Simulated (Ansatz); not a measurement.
Task: ZrTa (rock salt, space group No. 225) is relaxed with PBE (plane waves, PAW; program Ansatz). What lattice parameters of the conventional cell result?

Result: a = 5.660 Å.

Space group Fm-3m (rock salt). The start of the workflow was typed in or built on a structure type; neither database checked (COD, Materials Project) lists it. Whether it is the stable phase at ambient conditions was not checked. The cell was relaxed with PBE under the symmetry of its start; whether a distortion lowers the energy is not shown. No spin polarisation was allowed. Its formation energy is positive at this level, so the cell may be metastable or incomplete. Spin–orbit coupling is left out wherever it is not named.

Potentials: the later of the program's two PAW sets.
